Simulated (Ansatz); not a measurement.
The relaxed structure here is a generated cell of Ta: the first start was made by placing the elements on the sites of a structure type, and the end was not matched to a known phase here, so it may be hypothetical. Known forms of Ta include space group No. 229.

The end point of a relaxation of Ta. Space group P6/mmm (No. 191), AFLOW prototype A_hP1_191_a (A_f, as in Sn). Computed with r2SCAN (plane waves to 500 eV, PAW, scalar-relativistic; Ansatz, a program for electronic structure).

```xyz
1
Lattice="2.8757 0.0000 0.0000 -1.4378 2.4904 0.0000 0.0000 0.0000 2.7174" Properties=species:S:1:pos:R:3 pbc="T T T"
Ta     0.0000     0.0000     0.0000
```

| Property | Result |
|---|---|
| Volume per atom | 19.46 Å³ |
| Band gap | zero (metallic) |
| Shortest distances | Ta–Ta 2.72 Å |
| k-mesh | 19×19×17 |

Band energies at high-symmetry points (eV from the Fermi level; labels of this space group; no spin-orbit coupling), from −5 eV up to 2.5 eV:

```csv
point,energies
Γ,-3.31 0.54 0.54
M,-4.73 -2.40 0.32
K,-2.47 -1.62 -1.62
A,-4.65 -0.72 1.44 1.44
L,-4.33 -2.75 1.31
H,-2.67 -2.67 0.78 0.78
```

No spin polarisation in the result.

The run could not lose the symmetry of its start, so the end can be a saddle point.
